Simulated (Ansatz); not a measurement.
## Ta2N: frozen-core PAW against all-electron methods

```yaml
crystal:
  lattice:
    - [3.11286, 0.00000, 0.00000]
    - [-1.55643, 2.69582, 0.00000]
    - [0.00000, 0.00000, 4.86984]
  atoms:
    - { symbol: Ta, position: [0.66667, 0.33333, 0.74529] }
    - { symbol: Ta, position: [0.33333, 0.66667, 0.25471] }
    - { symbol: N, position: [0.00000, 0.00000, 0.00000] }
```

Atom numbers follow the list: Ta1, Ta2, N3.

The cell is the one relaxed in the Materials Project (mp-10196), not relaxed further here; entries there can be hypothetical.

Spin polarisation is left out, and whether a magnetic state lies lower isn't shown here.

Spin–orbit coupling is left out, though it moves levels of the heavy atoms by tenths of an eV or more.

All numbers are computed: DFT, PBE, PAW with Ansatz's default frozen-core files, scalar-relativistic (Ansatz 0.2.0); DFT, PBE, all-electron LAPW, scalar-relativistic (Ansatz 0.2.0).

For PAW: a Γ-centred 15×15×9 k mesh, Fermi–Dirac smearing of 0.05 eV, cutoff 420 eV, no spin polarisation. LAPW targets a basis error of 1 meV/atom. The Ansatz runs share mesh, smearing and spin set-up. Plane-wave (PAW) pressures include the program's estimate of the Pulay term.

Stress and pressure are positive in compression.

Levels count from the Fermi level.

PAW results:

```tsv
quantity	PAW
pressure (GPa)	-1.32
stress xx (GPa)	-1.78
stress zz (GPa)	-0.41
force on Ta1, z (eV/Å)	0.050
highest filled level at L (eV)	-0.259
lowest empty level at L (eV)	0.739
highest filled level at H (eV)	-1.908
lowest empty level at H (eV)	0.649
highest filled level at M (eV)	-1.369
lowest empty level at M (eV)	1.774
```

Task: What does LAPW (all electrons) give for the same quantities?

Result: 
| quantity | LAPW |
| --- | --- |
| pressure (GPa) | -1.23 |
| stress xx (GPa) | -1.67 |
| stress zz (GPa) | -0.35 |
| force on Ta1, z (eV/Å) | 0.045 |
| highest filled level at L (eV) | -0.258 |
| lowest empty level at L (eV) | 0.735 |
| highest filled level at H (eV) | -1.904 |
| lowest empty level at H (eV) | 0.650 |
| highest filled level at M (eV) | -1.366 |
| lowest empty level at M (eV) | 1.773 |
